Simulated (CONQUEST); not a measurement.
Consider a self-consistent single point of Ge (Fd-3m, 8 atoms in the cell; from Materials Project mp-32, changed as shown).

```
Ge
1.0
    5.56135     0.00000     0.00000
    0.00000     5.56135     0.00000
    0.00000     0.00000     5.56135
Ge
8
Direct
  0.50000   0.00000   0.50000
  0.25000   0.25000   0.25000
  0.50000   0.50000   0.00000
  0.25000   0.75000   0.75000
  0.00000   0.00000   0.00000
  0.75000   0.25000   0.75000
  0.00000   0.50000   0.50000
  0.75000   0.75000   0.25000
```

Method: PBE, numerical atomic orbitals double-zeta with polarisation (the shipped basis), PseudoDojo norm-conserving potentials made for PBE run with CONQUEST.

CONQUEST settings:

basis: DZP
Diag.MPMeshX, Y, Z: 4 4 4
potentials: PseudoDojo norm-conserving PBE
Grid.GridCutoff: 140 Ha
DM.SolutionMethod: diagon
Diag.kT: 0.004998 Ha
Diag.GammaCentred: true
minE.SCTolerance: 1.0e-06
SC.MaxIters: 100
SC.LinearMixingFactor: 0.5
SC.KerkerPreCondition: true
SC.KerkerFactor: 0.1 1/bohr
AtomMove.TypeOfRun: static

Results:

| Quantity | Result |
|---|---|
| Number of valence electrons | 112 |
| Number of bands | 144 |
| Number of k-points after the program's reduction | 51 |
| Size of the basis | 144 |
| Number of SCF iterations | 6 |
| FFT grid | 60 × 60 × 60 |
| Free energy E − TS | -19440.9900 eV |
| Pressure | 9.02 GPa |

Stress (GPa, positive for compression):
```
9.02  0.00  0.00
0.00  9.02  0.00
0.00  0.00  9.02
```

For comparison: a first run was changed to give this one (lattice scaled by 0.98), and from it to this one the free energy goes up by 50.9 meV/atom and the pressure goes from 3.62 to 9.02 GPa.

The program uses no crystal symmetry, so grid and mesh can part values that symmetry would make equal. The atom-centred basis is finite, which shifts total energies and pressures against plane waves. The structure comes from a collection of computed structures, made at another level of theory; the collection holds predicted forms beside known ones. No clean gap shows at this smearing width and mesh (spacing up to 0.28 Å⁻¹); the mesh is coarse for partly filled bands, so the values carry mesh errors. Semi-local functionals can close small gaps.

Cost on one core: very roughly 70 core-seconds.
